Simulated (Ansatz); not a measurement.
Question: Each is relaxed and computed with PBEsol in the plane-wave PAW code Ansatz. Which is the only one with a gap?
(A) W2C, P-3m1 (C on 1a, W on 2d)
(B) Si2W, Fddd (Si on 16f, W on 8a)
(C) Ba2SrWO6, C2/m (Pearson symbol mS20)
(D) SrSi2, I4_1/amd (Sr on 4a, Si on 8e)

Answer: C, Ba2SrWO6, C2/m (Pearson symbol mS20). Ba2SrWO6: gap 2.84 eV (indirect); W2C: metal; SrSi2: metal; Si2W: metal. Constructed cells (a structure type filled with these elements, in neither database checked): Si2W, Fddd (Si on 16f, W on 8a). Not the usual ambient phase: Si2W, Fddd (Si on 16f, W on 8a). Standing as an ambient phase not checked: Ba2SrWO6, C2/m (Pearson symbol mS20); SrSi2, I4_1/amd (Sr on 4a, Si on 8e). All cells were relaxed under the symmetry of their starts (and spin orders); stability against distortions was not tested throughout. Rows with no word on spin ran without spin polarisation. Spin–orbit coupling is left out wherever it is not named.

Potentials: the later of the program's two PAW sets.
